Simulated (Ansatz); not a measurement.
ZnCu (CsCl type, space group No. 221) at seven volumes, PBE in the plane-wave PAW code Ansatz, scaled uniformly. One row is withheld.

| V (Å³/atom) | P (GPa) |
|---|---|
| 11.833 | ? |
| 12.223 | 8.33 |
| 12.613 | 3.79 |
| 13.004 | 0.00 |
| 13.394 | -3.16 |
| 13.784 | -5.80 |
| 14.174 | -7.99 |

Task: Fit the shown pressures and predict the withheld one.

Result: Third-order Birch–Murnaghan: P = (3/2)B₀(x^(7/2) − x^(5/2))[1 + (3/4)(B′ − 4)(x − 1)] with x = (V₀/V)^(2/3). Least squares on the six rows gives V₀ = 13.004 Å³/atom, B₀ = 115.1 GPa, B′ = 5.03. At V = 11.833, x = 1.0649 and P = 13.78 GPa. The run itself gave 13.77 GPa.

Space group Pm-3m (CsCl type). Symmetry was held in the PBE relaxation. The run is not spin-polarised.

Potentials: the earlier of the program's two PAW sets.
